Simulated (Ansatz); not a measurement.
Structure: ZrSeTe (Janus 2H monolayer), at its r2SCAN minimum. The sheet's in-plane cell has a = 3.827 Å, b = 3.827 Å (γ = 120.0°), and its outermost atoms lie 3.50 Å apart along the normal. Around Zr lie 3 Se at 2.70 Å and 3 Te at 2.95 Å; around Se lie 3 Zr at 2.70 Å; around Te lie 3 Zr at 2.95 Å.

The questions ask for values computed with Ansatz on this geometry. Non-magnetic throughout. Whether this structure exists isn't addressed.

Task: Is there a gap with PBE, and of what kind?

Result: PBE gives an indirect gap of 0.49 eV, from Γ to Γ–M (0.80 of the way from Γ); the least direct gap is 0.81 eV at Γ–M (0.83 of the way from Γ).

Task: Estimate the gap with r2SCAN on 12×12×1.

Result: r2SCAN gives an indirect gap of 0.75 eV, from Γ to Γ–M (0.79 of the way from Γ); the least direct gap is 1.12 eV at Γ–M (0.83 of the way from Γ). The gap differs by +0.26 eV from PBE's.

Task: How does the gap change from PBE to HSE06 (6×6×1)?

Result: With HSE06 the valence top lies at Γ and the conduction bottom at Γ–M (0.83 of the way from Γ), 1.04 eV higher; the smallest vertical gap, at Γ–M (0.83 of the way from Γ), is 1.45 eV. The gap differs by +0.55 eV from PBE's.

Task: How does the gap change from PBE to HSE06+SOC (6×6×1)?

Result: HSE06+SOC gives an indirect gap of 0.88 eV, from Γ to Γ–M (0.83 of the way from Γ); the least direct gap is 1.33 eV at Γ–M (0.83 of the way from Γ). Spin-orbit coupling itself accounts for -0.16 eV. The gap differs by +0.39 eV from PBE's.

Task: Order these levels by the gap that they give, smallest first.
A. Hartree-Fock
B. LDA
C. PBE0
D. r2SCAN
E. r2SCANh
F. PBE
G. HSE06

Result: B (0.42 eV), F (0.49 eV), D (0.75 eV), G (1.04 eV), E (1.21 eV), C (1.71 eV), A (5.97 eV).

Only the levels marked +SOC include spin-orbit coupling.

Where an edge lies off the special points, it is a point of the mesh or the k point where a search put PBE's edge or least direct gap, reused for the other functionals, whose own edges may lie a little apart; PBE's own value is read along its path and can be a few hundredths of an eV high.

The meshes of the hybrids are coarse, so their gaps aren't converged to the digits shown.
